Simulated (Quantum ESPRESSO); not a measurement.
```
CELL_PARAMETERS angstrom
      0.00000     4.03552     4.03552
      4.03552     0.00000     4.03552
      4.03552     4.03552     0.00000
ATOMIC_POSITIONS crystal
  O  0.75897 0.75897 0.24103
  O  0.24103 0.24103 0.75897
  O  0.24103 0.75897 0.75897
  O  0.75897 0.24103 0.24103
  O  0.75897 0.24103 0.75897
  O  0.24103 0.75897 0.24103
  Zn 0.50000 0.50000 0.50000
  Sr 0.75000 0.75000 0.75000
  Sr 0.25000 0.25000 0.25000
  W  0.00000 0.00000 0.00000
```

The geometry is that of Materials Project entry mp-19282, symmetrised and not relaxed again.

Question: What does PBEsol (pw.x of Quantum ESPRESSO, ONCV potentials, scalar-relativistic) give for the electronic structure near the Fermi level?

Answer: The PBEsol gap is indirect, 2.86 eV, from L to X; the smallest direct gap is 2.98 eV. Another valence extremum on the path lies within 0.02 eV, too close to call. Without spin-orbit coupling, band edges of such heavy elements can be off by tenths of an eV.
